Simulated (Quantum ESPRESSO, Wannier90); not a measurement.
BaTiO3 (Amm2): Wannier90 run

```xyz
5
Lattice="3.9833 0.0000 0.0000 0.0000 2.8626 2.8753 0.0000 -2.8626 2.8753" Properties=species:S:1:pos:R:3 pbc="T T T"
Ba     0.0000     0.0000     0.0196
Ti     1.9917     0.0000    -2.7690
O      1.9917    -1.4683     1.3508
O      1.9917     1.4683     1.3508
O      0.0000     0.0000     2.8075
```

Structure: Materials Project mp-5777, symmetrised, not relaxed again. COD (Crystallography Open Database) has the formula in 5 space groups, this one among them (matched by group alone). Level: LDA, no spin polarisation, no spin-orbit coupling; pw.x of Quantum ESPRESSO at 68 Ry with PseudoDojo potentials, 6×6×6 k-points, Wannier90. Density: 8×8×8 mesh, cold smearing 0.01 Ry. Spin-orbit coupling is left out although heavy elements are present.

The lattice is scaled uniformly with fixed fractional positions (axis ratios and free coordinates are held, so this isn't the response to pressure), and at each scale an atom-like model (Ti d, O p; disentangled, num_iter = 0) is made. Listed is the largest hopping of each kind of orbital pair shown, with the distance of the two functions' centres at scale 1; the mesh was not varied.

```json
[
 {"scale": "0.970", "gap (eV)": "2.344", "modulus of t, O5 px–Ti2 dx2-y2 at 2.00 Å (eV)": "2.131", "modulus of t, O4 py–O3 py at 2.86 Å (eV)": "0.553"},
 {"scale": "0.990", "gap (eV)": "2.204", "modulus of t, O5 px–Ti2 dx2-y2 at 2.00 Å (eV)": "1.979", "modulus of t, O4 py–O3 py at 2.86 Å (eV)": "0.543"},
 {"scale": "1.000", "gap (eV)": "2.133", "modulus of t, O5 px–Ti2 dx2-y2 at 2.00 Å (eV)": "1.909", "modulus of t, O4 py–O3 py at 2.86 Å (eV)": "0.538"},
 {"scale": "1.010", "gap (eV)": "2.063", "modulus of t, O5 px–Ti2 dx2-y2 at 2.00 Å (eV)": "1.840", "modulus of t, O4 py–O3 py at 2.86 Å (eV)": "0.532"},
 {"scale": "1.030", "gap (eV)": "1.926", "modulus of t, O5 px–Ti2 dx2-y2 at 2.00 Å (eV)": "1.711", "modulus of t, O4 py–O3 py at 2.86 Å (eV)": "0.518"}
]
```

With |t| ∝ d^(−η), find η for each hopping from the ends of the series, and the volume deformation potential of the gap at scale 1.


- O5 px–Ti2 dx2-y2 at 2.00 Å: η = −ln(1.711/2.131)/ln(1.030/0.970) = 3.7
- O4 py–O3 py at 2.86 Å: η = −ln(0.518/0.553)/ln(1.030/0.970) = 1.1
Harrison's rules would take η = 3.5, 2.0 for these pairs; they describe atomic orbitals, while these are orthogonalised and change shape with the volume.
Volume deformation potential of the gap: dE_g/d ln V = (2.063 − 2.204)/(3 ln(1.010/0.990)) = -2.3 eV.
